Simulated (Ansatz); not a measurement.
Total density of states per atom from plane-wave PAW LDA (Ansatz code), in 0.25 eV bins, energy from the valence-band maximum:

```csv
E (eV),states/eV/atom
-7.87,0.00
-7.62,0.00
-7.37,0.00
-7.12,0.00
-6.87,0.00
-6.62,0.00
-6.37,0.00
-6.12,0.00
-5.87,0.00
-5.62,0.00
-5.37,0.00
-5.12,0.00
-4.87,0.00
-4.62,0.00
-4.37,0.00
-4.12,0.03
-3.87,0.11
-3.62,0.19
-3.37,0.35
-3.12,0.42
-2.87,0.35
-2.62,0.24
-2.37,0.82
-2.12,1.19
-1.87,1.04
-1.62,1.37
-1.37,1.17
-1.12,1.51
-0.87,1.12
-0.62,1.97
-0.37,1.78
-0.12,0.73
0.13,0.00
0.38,0.00
0.63,0.00
0.88,0.00
1.13,0.00
1.38,0.00
1.63,0.00
1.88,0.00
2.13,0.00
2.38,0.00
2.63,0.00
2.88,0.00
3.13,0.00
3.38,0.00
3.63,0.00
3.88,0.00
4.13,0.00
4.38,0.00
4.63,0.00
4.88,0.00
5.13,0.00
5.38,0.00
5.63,0.00
5.88,0.00
6.13,0.00
6.38,0.00
6.63,0.00
6.88,0.00
7.13,0.00
7.38,0.00
7.63,0.01
7.88,0.02
8.13,0.03
8.38,0.04
8.63,0.05
8.88,0.06
9.13,0.07
9.38,0.08
9.63,0.10
9.88,0.13
10.13,0.23
10.38,0.32
10.63,0.64
10.88,0.73
11.13,0.85
11.38,0.76
11.63,0.40
11.88,0.17
```

**Question.** Which of these materials gives this?
(A) TiGe2, Fddd (Ti on 8b, Ge on 16f)
(B) KMgF3, cubic perovskite
(C) Ag2S, Pc (Ag on 2a, Ag on 2a, S on 2a)
(D) ZnF2, rutile

**Answer.** B, KMgF3, cubic perovskite. Top 1 eV of the valence band: F 2p 99 %. Bottom 1 eV of the conduction band: K 4s 51 %, F 2s 22 %, Mg 3s 19 %. Projections are on Löwdin-orthogonalised atomic valence shells; empty p or d shells of many metals are not among them.

Space group Pm-3m (cubic perovskite). The cell was relaxed with LDA under the symmetry of its start; phonons on a q-mesh show no instability.

Potentials: the later of the program's two PAW sets.
